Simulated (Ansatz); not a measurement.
**Zn2N: relaxation step by step**

Recipe of this trial structure of Zn2N: random cell by space group and Wyckoff sites (P4/mmm, No. 123). The dimensions are guesses.

```xyz
3
Lattice="2.5978 0.0000 0.0000 0.0000 2.5978 0.0000 0.0000 0.0000 6.3595" Properties=species:S:1:pos:R:3 pbc="T T T"
Zn    0.0000    0.0000    0.0000
Zn    1.2989    1.2989    3.1798
N     1.2989    1.2989    0.0000
```

Level of theory: DFT PBE, scalar-relativistic, plane waves, PAW (Ansatz). Cutoff 420 eV, Gaussian smearing, Γ-centred meshes. Cell and atoms relax first on a coarse mesh and then on a finer one. In between, the cell is made exact in the group found at 0.06 Å. In metals the finer mesh still leaves noise of several meV/atom or more. The steps can't lower the symmetry of their start. No spin polarisation in the relaxation; trial moments died out in a coarse test.

Steps on the 6×6×4 mesh (3 atoms, 20 steps). The free energy counts from the last step; some steps are skipped; the plane-wave basis is renewed at times, which shifts energy and pressure.

| step | ΔF (meV/atom) | V (Å³/atom) | P (GPa) |
| --- | --- | --- | --- |
| 1 | 494.4 | 14.31 | 22.40 |
| 3 | 210.2 | 14.58 | 4.12 |
| 5 | 123.9 | 13.74 | 0.90 |
| 7 | 64.4 | 12.80 | 0.80 |
| 9 | 52.4 | 12.55 | -0.84 |
| 12 | 48.5 | 12.39 | 0.23 |
| 14 | 48.2 | 12.42 | -0.01 |
| 16 | 3.0 | 12.67 | 1.16 |
| 18 | 0.1 | 12.80 | 0.34 |
| 20 | 0.0 | 12.86 | -0.03 |

The relaxed structure, after a last relaxation on the converged mesh:

```cif
data_structure
_symmetry_space_group_name_H-M 'P 1'
_symmetry_Int_Tables_number 1
_cell_length_a 3.0963
_cell_length_b 3.0963
_cell_length_c 4.0102
_cell_angle_alpha 90.000
_cell_angle_beta 90.000
_cell_angle_gamma 90.000
_cell_volume 38.45
loop_
_atom_site_label
_atom_site_type_symbol
_atom_site_fract_x
_atom_site_fract_y
_atom_site_fract_z
_atom_site_occupancy
Zn1 Zn 0.00000 0.00000 0.00000 1
Zn2 Zn 0.50000 0.50000 0.50000 1
N1 N 0.50000 0.50000 0.00000 1
```

The symmetry stays P4/mmm (No. 123). The volume per atom shrinks by 10.4 %, from 14.3 to 12.8 Å³. The shortest distance goes from 1.84 Å (Zn–N) to 2.01 Å (Zn–N). The ratio c/a of the conventional cell changes by a factor of 0.53. The energy falls by about 0.50 eV/atom (the start's value is from the coarse mesh). Zn on its first site has 4 N at 2.19 Å; Zn on its second site is surrounded by 2 N at 2.01 Å; N has 2 Zn at 2.01 Å and 4 Zn at 2.19 Å.

```json
{
 "Volume per atom": "12.82 Å³",
 "Density": "6.25 g/cm³",
 "Formation energy": "+0.45 eV/atom",
 "Gap on the 14×14×12 mesh of the 3-atom cell": "0 eV (a metal)"
}
```

Formation energies are uncorrected and refer to the elements' standard structures at the same level (N₂ as a molecule).

The last run used Gaussian smearing of 0.10 eV. An odd number of electrons in the primitive cell allows no gap without spin; a larger cell or a magnetic state could open one. Symmetry constrained the relaxation, so the result can be a saddle point. In all, the 3 runs took 120 s on 1 thread of Intel(R) Xeon(R) Platinum 8488C (Sapphire Rapids), on a shared host.
